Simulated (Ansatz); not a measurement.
Input and command of a calculation in Ansatz (plane waves; scalar-relativistic PAW potentials unless the input names others):

```yaml
crystal:
  lattice:
    - [3.4770929272, 0.0, 0.0]
    - [0.0, 3.4770929272, 0.0]
    - [0.0, 0.0, 25.9541858545]
  atoms:
    - { symbol: Li, position: [0.5, 0.5, 0.3275001592] }
    - { symbol: Li, position: [0.0, 0.0, 0.3944853644] }
    - { symbol: Li, position: [0.5, 0.5, 0.4617230206] }
    - { symbol: Li, position: [0.0, 0.0, 0.5294185261] }
    - { symbol: Li, position: [0.5, 0.5, 0.6011143469] }
    - { symbol: Cu, position: [0.5, 0.5, 0.7012908662] }
basis:
  ecutwfc: "30 meV"
kpoints:
  mp_grid: { grid: [8, 8, 1] }
hamiltonian:
  xc: r2scan
scf:
  occupations: { method: gaussian, width: 0.1 }
  max_iter: 80
output:
  forces: true
  eigenvalues: true
relax:
  adjacent_minimum: "off"
  f_tol: 0.03
  max_steps: 70
  constraints: [{ sites: [0, 1] }]
efield:
  axis: 3
  dipole_correction: true
  ramp_width: 0.04
```

```bash
ansatz run input.yaml --threads 1 --pin off --max-ram 3072MiB --backend cpu --events-out ev --progress --plain --runs-dir out
```

Task: Will this input run?

Result: The program refuses it, because of a cutoff in the wrong unit (basis.ecutwfc: 500 → "30 meV"). With the sound run's settings it is accepted.

Abridged log:
```
Error: inconsistent input (basis.ecutwfc, kpoints): the smallest per-k basis holds n_pw = 0 plane waves (k-point 1, counted from 0 among those solved) but the deck needs at least 18 band(s) per channel, and no run solves more bands than the smallest per-k basis has plane waves; raise basis.ecutwfc until the smallest per-k basis, which caps the automatic band count, holds at least 18 plane waves
```